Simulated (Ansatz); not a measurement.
BeI₂:
```
BeI2
1.0
   -3.04695     5.73240     3.01956
    3.04695    -5.73240     3.01956
    3.04695     5.73240    -3.01956
Be I
2 4
Direct
  0.25000   0.25000   0.00000
  0.75000   0.75000   0.00000
  0.61683   0.28056   0.89739
  0.38317   0.71944   0.10261
  0.88317   0.78056   0.66373
  0.11683   0.21944   0.33627
```

Relaxed with r²SCAN+D4.

**Question.** Give the Bader charges and basin volumes of the independent atoms, the program Ansatz at the r²SCAN+D4 level (PAW).

**Answer.** 

```
atom  Bader charge (e)  Bader volume (Å³)
----  ----------------  -----------------
Be1              +1.62                2.6
I3               -0.81               51.2
```

Space group Ibam. The first step of the workflow began from a Materials Project structure, measured or hypothetical; the Crystallography Open Database files this formula in space group No. 72, but the cells were not matched. Its standing as an ambient phase is unchecked. The cell was relaxed with r²SCAN+D4 under the symmetry of its start; whether a distortion lowers the energy is not shown. Scalar-relativistic: spin–orbit coupling is off unless named, which matters more the heavier the elements.

Potentials: the later of the program's two PAW sets.
